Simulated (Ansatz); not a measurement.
In:
```xyz
2
Lattice="3.2841 0.0000 0.0000 -1.6421 2.8441 0.0000 0.0000 0.0000 5.5108" Properties=species:S:1:pos:R:3 pbc="T T T"
In     0.0000     1.8961     1.3777
In     1.6421     0.9480     4.1331
```

Relaxed with PBEsol. Special points in fractions of this cell's reciprocal vectors: Γ (0.000, 0.000, 0.000); M (0.500, 0.000, 0.000); K (0.333, 0.333, 0.000); A (0.000, 0.000, 0.500); L (0.500, 0.000, 0.500); H (0.333, 0.333, 0.500).

Task: List the band energies nearest the Fermi level at these points for PBEsol in the plane-wave PAW code Ansatz.

Result: In eV from the Fermi level; about four levels below and three above (degenerate sets whole), none deeper than 8.9 eV; … stands for higher levels left out; points with the same levels are listed once.

```tsv
k	below	above
Γ	-4.70 -3.62	8.73 8.73 10.06
M	-4.87 -4.23	0.02 0.15 0.83
K	-3.32 -3.32 -1.88	1.81 1.81 2.13
A	-8.38 -8.38	2.67 2.67 9.73 9.73 9.73 9.73
L	-3.60 -3.60 -2.78 -2.78	5.75 5.75 6.01 6.01
H	-1.41 -1.41 -0.49 -0.49	7.29 7.29 …
```

Space group P6_3/mmc (hcp (Mg type)). The first step of the workflow began from a Materials Project structure, measured or hypothetical; the Crystallography Open Database copy checked does not list it. It is not the phase usual at ambient conditions (space group No. 139). The cell was relaxed with PBEsol under the symmetry of its start; whether a distortion lowers the energy is not shown. Spin–orbit coupling is left out wherever it is not named.

Potentials: the later of the program's two PAW sets.
